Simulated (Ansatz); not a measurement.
# BN (h-BN type, space group P6_3/mmc), energy over volume and axial ratio

BN (h-BN type, space group P6_3/mmc)

```xyz
4
Lattice="2.5006 0.0000 0.0000 -1.2503 2.1656 0.0000 0.0000 0.0000 6.5258" Properties=species:S:1:pos:R:3 pbc="T T T"
B      0.0000     1.4437     1.6315
B      1.2503     0.7219     4.8944
N      0.0000     1.4437     4.8944
N      1.2503     0.7219     1.6315
```

The relaxed cell is deformed in two ways at once: its volume V is scaled, and at that volume it is stretched along z (the c axis of the conventional cell) so that c/a changes. Fractional atomic positions are held.

Calculation: r2SCAN+rVV10 (plane waves to 500 eV, PAW, scalar-relativistic; Ansatz, an electronic-structure program). k mesh 15×15×5 (Γ-centred), Fermi-Dirac smearing 0.05 eV. E stands for the smeared free energy. Stress and pressure are positive under compression. BN was relaxed with its symmetry unable to fall. The zero of ΔE is the relaxed starting cell.

ΔE (meV/atom), with V/V₀ across and (c/a)/(c/a)₀ down:

```
(c/a)/(c/a)₀ \ V/V₀  0.920  0.960  1.000  1.040  1.080
-------------------  -----  -----  -----  -----  -----
0.960                 16.6    1.9   12.1   42.7   90.3
0.980                 30.6    3.8    3.0   23.7   62.4
1.000                 51.1   12.0    0.0   10.6   40.1
1.020                 78.0   26.3    2.9    3.3   23.4
1.040                110.9   46.4   11.5    1.4   12.1
```

σxx (GPa), with V/V₀ across and (c/a)/(c/a)₀ down:

```csv
(c/a)/(c/a)₀ \ V/V₀,0.920,0.960,1.000,1.040,1.080
0.960,18.1,0.1,-14.8,-27.2,-37.4
0.980,27.2,8.2,-7.5,-20.5,-31.4
1.000,36.4,16.5,0.0,-13.8,-25.3
1.020,45.7,24.9,7.6,-7.0,-19.1
1.040,55.1,33.4,15.2,0.0,-12.8
```

What the scan shows:

| Property | Value |
|---|---|
| Modulus against c/a change at fixed volume, (3/4V)·∂²E/∂(ln c/a)² (fit, atoms clamped) | 200 GPa |
| Lowest place on the grid | V/V₀ = 1.000, (c/a)/(c/a)₀ = 1.000 (0.0 meV/atom) |
| Highest place on the grid | V/V₀ = 0.920, (c/a)/(c/a)₀ = 1.040 (110.9 meV/atom) |

(Under strain, the slope of the energy per volume gives the stress and its curvature an elastic modulus.)
